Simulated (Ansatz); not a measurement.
SiB$_{2}$Os$_{2}$:
```yaml
crystal:
  lattice:
    - [1.44387, -6.51643, 0.00000]
    - [1.44387, 6.51643, 0.00000]
    - [0.00000, 0.00000, 2.79333]
  atoms:
    - { symbol: Si, position: [0.00000, 0.00000, 0.00000] }
    - { symbol: Os, position: [0.36755, 0.63245, 0.50000] }
    - { symbol: Os, position: [0.63245, 0.36755, 0.50000] }
    - { symbol: B, position: [0.21226, 0.78774, 0.00000] }
    - { symbol: B, position: [0.78774, 0.21226, 0.00000] }
```

Relaxed with r²SCAN.

Problem. Map the electron localisation function on the plane through (0.000, 0.000, 0.000) spanned by u = [0, 0, 1] and v = [1, -1, 0] in lattice vectors, from the program Ansatz at the r²SCAN level (PAW).

Solution. x is the fraction of u, y of v (the angle between them is 90°; rows are the nearest grid lines); atoms in the plane: Si at (0.00, 0.00), Os at (0.50, 0.37), Os at (0.50, 0.63), B at (0.00, 0.21), B at (0.00, 0.79).
```
|97446765456764479|
|66899876567899866|
|77777765556777777|
|44445555555554444|
|35799876567899753|
|00146643234664100|
|44677542224577644|
|55433456665433455|
|43346887778864334|
|65445788888754456|
|65434567776543456|
|44444433333444444|
|44444433333444444|
|65434567776543456|
|65445788888754456|
|43346887778864334|
|55433456665433455|
|44677542224577644|
|00146643234664100|
|35799876567899753|
|44445555555554444|
|77777765556777777|
|66899876567899866|
|97446765456764479|
```
Scale: ten equal steps from 0.002 (start of '0') to 0.670 (end of '9'), in the order '0123456789'; x runs from 0.000 to 1.00, y from 0.000 (bottom) to 1.00 (top).

The density is the valence pseudo-density with augmentation charge, so density and ELF within about 1 Å of a nucleus are not all-electron values.

Space group Cmmm. The start of the workflow was typed in or built on a structure type; neither database checked (COD, Materials Project) lists it. Its standing as an ambient phase is unchecked. The r²SCAN relaxation kept the symmetry of its start; whether a distortion lowers the energy is not shown. No spin polarisation was allowed. Its formation energy is positive at this level, so the cell may be metastable or incomplete. Scalar-relativistic: spin–orbit coupling is off unless named, which matters more the heavier the elements.

Potentials: the earlier of the program's two PAW sets.
